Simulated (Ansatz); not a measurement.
Data:

Mg$_{2}$TeS:
```
Mg2TeS
1.0
    2.12818     1.22870     7.02259
   -2.12818     1.22870     7.02259
    0.00000    -2.45741     7.02259
Mg Te S
2 1 1
Cartesian
  0.00000   0.00000  20.86855
  0.00000   0.00000  10.75486
  0.00000   0.00000   2.57985
  0.00000   0.00000  13.19863
```

This is the PBEsol-relaxed structure. Tensor components refer to the Cartesian frame of this cell.

Q: All from the program Ansatz at the PBEsol level (PAW), unless another level is named. Estimate the piezoelectric stress constants (proper, relaxed ions, C/m²).

A: e15 = e24 = -0.10, e16 = e21 = 0.14, e22 = -0.14, e31 = e32 = -0.07, e33 = 0.32.

Q: What about the Poisson's ratio?

A: 0.35.

Space group R3m. The first step of the workflow began from a Materials Project structure, measured or hypothetical; the Crystallography Open Database copy checked does not list it. Its standing as an ambient phase is unchecked. Symmetry was held in the PBEsol relaxation; whether a distortion lowers the energy is not shown. Scalar-relativistic: spin–orbit coupling is off unless named, which matters more the heavier the elements.

Potentials: the later of the program's two PAW sets.
